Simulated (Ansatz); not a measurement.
The end point of a relaxation of Na. Space group Fm-3m (No. 225), fcc (Cu type). Level of theory: r2SCAN (plane waves to 500 eV, PAW, scalar-relativistic; Ansatz, a program for electronic structure).

Space group Fm-3m (No. 225); a = b = c = 5.3295 Å, α = β = γ = 90.00°

| atom | site | symmetry | x | y | z |
|---|---|---|---|---|---|
| Na | 4a | m-3m | 0.0000 | 0.0000 | 0.0000 |
(The calculation used a cell of 1 atom; values per cell refer to that cell.)

```yaml
volume_per_atom: 37.84 Å³
band_gap: no gap (metallic)
shortest_distances: 
k-mesh: 15×15×15
```

No spin polarisation in the result.

The run could not lose the symmetry of its start.

The relaxed structure has the type that Na is known to take under pressure; here it was relaxed at zero pressure, from a generated start.
